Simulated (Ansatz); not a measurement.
According to DFT-PBE in the program Ansatz with PAW potentials, AlCo3B in the anti-perovskite structure (Pm-3m) relaxes to a = 3.764 Å. Al has 12 nearest neighbours from 2.66 Å (cuboctahedral); B has 6 nearest neighbours from 1.88 Å (octahedral). Against the elements it lies at -0.27 eV/atom, with no fitted shifts.

Electronic character: metallic (no gap). The magnetic state found is ferromagnetic. The net moment is 0.21 μB per atom.

An equation-of-state fit gives a bulk modulus of 201 GPa.

The start of the workflow was typed in or built on a structure type; neither database checked (COD, Materials Project) lists it. Its standing as an ambient phase is unchecked. Symmetry was held in the PBE relaxation; whether a distortion lowers the energy is not shown. Magnetic state: ferromagnetic, the only order run, not a proven ground state. The references are the lowest solids computed at this level, not always the standard phases.

Potentials: the earlier of the program's two PAW sets.
